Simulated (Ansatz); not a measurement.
MoSe2:
```xyz
3
Lattice="1.6266 0.9391 6.3433 -1.6266 0.9391 6.3433 0.0000 -1.8782 6.3433" Properties=species:S:1:pos:R:3 pbc="T T T"
Mo     0.0000     0.0000     6.3405
Se     0.0000     0.0000    11.0301
Se     0.0000     0.0000    14.3394
```

x, y and z are the axes in which the lattice vectors are written.

**Question.** Give the high-frequency dielectric tensor and the Born effective charge tensors of the independent atoms from DFPT, the program Ansatz at the LDA level (PAW).

**Answer.** 
ε∞:
```
16.9  0.00  0.00
0.00  16.9  0.00
0.00  0.00  9.05
```
Z* of atom 1 (Mo), rows: field, columns: displacement, in e:
```
-1.84   0.00   0.00
 0.00  -1.84   0.00
 0.00   0.00  -1.24
```
Z* of atom 2 (Se), rows: field, columns: displacement, in e:
```
0.94  0.00  0.00
0.00  0.94  0.00
0.00  0.00  0.69
```
Z* of atom 3 (Se), rows: field, columns: displacement, in e:
```
0.90  0.00  0.00
0.00  0.90  0.00
0.00  0.00  0.55
```

Static charges for comparison (Bader): Mo1 +0.90, Se2 -0.45, Se3 -0.45 e. Born charges measure polarisation by displacement and can exceed these by far.

Space group R3m. The workflow started from a Materials Project entry (that database holds measured and hypothetical structures alike); the Crystallography Open Database copy checked does not list it. It is not the phase usual at ambient conditions (space group No. 194). The cell was relaxed with LDA under the symmetry of its start; whether a distortion lowers the energy is not shown. The run is not spin-polarised. A crystal of weakly bound layers computed without a dispersion correction: the cell and the soft elastic constants depend strongly on that. Spin–orbit coupling is left out wherever it is not named.

Potentials: the later of the program's two PAW sets.
